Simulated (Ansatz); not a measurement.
The elements of this relaxed trial crystal are hidden behind letters.

```
lattice vectors (Å)
   5.5828    0.0000    0.0000
  -2.7914    4.8348    0.0000
   0.0000    0.0000    3.2066
fractional positions
X 0.3333 0.6667 0.0790
X 0.6667 0.3333 0.9210
Z 0.0000 0.0000 0.5000
Q 0.3322 0.0000 0.5000
Q 0.0000 0.3322 0.5000
Q 0.6678 0.6678 0.5000
```

Theory: Ansatz, DFT PBE, scalar-relativistic, plane waves, PAW. The final run on the 6-atom cell used 420 eV, a Γ-centred 6×6×8 mesh, 0.02 eV smearing and no spin polarisation.

```
Space group                              : P321 (No. 150)
Conventional cell                        : a = 5.583 Å, c = 3.207 Å
Volume per atom                          : 14.43 Å³
Density                                  : 4.74 g/cm³
Formation energy                         : −1.188 eV/atom
Gap on the 6×6×8 mesh of the 6-atom cell : 1.73 eV
```

Energies are uncorrected and count from the elements' standard states at the same level.

Problem. X is a d-block element of period 5, Z is a p-block element of period 3 and Q is a p-block element of period 2. Which elements are they?

Solution. X = Y, Z = Al, Q = N, so the formula is Y2AlN3. Density times volume gives a mean mass of 4.74 × 14.43/1.6605 = 41.2 u per atom, and this set has 41.1 u. Y has 3 N at 2.30 Å and 3 N at 2.63 Å; Al has 3 N at 1.85 Å; N is surrounded by 1 Al at 1.85 Å, 2 Y at 2.30 Å and 2 Y at 2.63 Å. Other sets within the hints have nearly the same mass, so mass alone doesn't settle it; this one was computed.

Kohn–Sham gaps at this level usually fall short of measured ones. Symmetry constrained the relaxation, so the result can be a saddle point. Another cell of Y2AlN3 relaxed alike, in Cmc2_1 (a Materials Project cell), lies 236 meV/atom lower, so this cell isn't the stable form at this level.
